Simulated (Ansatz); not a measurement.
# Computed properties of Ga$_{2}$O$_{3}$

Ga2O3:
```
Ga2O3
1.0
    1.38671    -4.61993     0.00000
    1.38671     4.61993     0.00000
    0.00000     0.00000     7.19586
Ga O
4 6
Cartesian
  1.38671   2.33777   1.79897
  1.38671  -2.33777   5.39690
  0.00000   0.00000   3.59793
  0.00000   0.00000   0.00000
  1.38671   1.26389   6.64840
  1.38671  -1.26389   0.54746
  1.38671  -1.26389   3.05047
  1.38671   1.26389   4.14539
  1.38671   3.63386   5.39690
  1.38671  -3.63386   1.79897
```

Space group Cmcm (No. 63); conventional cell a = 2.7734 Å, b = 9.2399 Å, c = 7.1959 Å, α = β = γ = 90.00°.

Method: DFT-r²SCAN in the program Ansatz with PAW potentials. Geometry: relaxed at this level of theory. Other levels are named where they apply.

**Cell and energy**

* **Volume per atom**: 9.22 Å³
* **Density**: 6.75 g/cm³
* **Formation energy from the elements (no fitted shifts)**: -1.78 eV/atom

**Electronic structure**

Band gap: 2.32 eV (smallest direct gap 2.35 eV)
Valence-band maximum: on the Σ0–Γ line, 82 % of the way from Σ0 (k = -0.052, -0.047, 0.000 in fractions of the reciprocal vectors)
Conduction-band minimum: at Γ
Electron effective mass: 0.21, 0.23, 0.23 mₑ (principal values)
Electron effective mass with spin–orbit coupling: 0.21, 0.23, 0.23 mₑ (principal values)
Hole effective mass: 0.50, 2.8, 5.6 mₑ (principal values)
Hole effective mass with spin–orbit coupling: 0.50, 2.8, 5.5 mₑ (principal values)
HSE06 gap on the r²SCAN cell: 3.35 eV
Gap with spin–orbit coupling: 2.32 eV

**Mechanics**

* **Bulk modulus (Birch–Murnaghan fit)**: 180 GPa
* **Pressure derivative B′**: 7.2
* **Elastic constants (relaxed ions, GPa)**: C11 = 554, C22 = 411, C33 = 234, C12 = 94.3, C13 = 121, C23 = 113, C44 = 39.9, C55 = -248, C66 = -576
* **Mechanical stability**: unstable (C has a negative eigenvalue)

**Dielectric response**

- Electronic dielectric constant ε∞ (DFPT): 4.63 (xx), 4.39 (yy), 4.43 (zz)
- Born charges (a third of the trace): Ga +3.33 to +3.54, O -2.33 to -2.22 e

**Phonons**

- Highest zone-centre frequency (without LO–TO term) = 666 cm^-1
- Zone-centre stability = unstable, softest mode 66i cm⁻¹

**Charges**

- Bader charges = Ga +2.00, O -1.35 to -1.31 e

The first step of the workflow began from a Materials Project structure, measured or hypothetical; the Crystallography Open Database copy checked does not list it. It is not the phase usual at ambient conditions (space group No. 12, 167). The r²SCAN relaxation kept the symmetry of its start. The references are the lowest solids computed at this level, not always the standard phases (solids in place of the gases). Scalar-relativistic: spin–orbit coupling is off unless named, which matters more the heavier the elements.

Potentials: the earlier of the program's two PAW sets. The files were generated under PBE; for other functionals the program regenerates the frozen cores, and for LDA and PBEsol the local potential too.
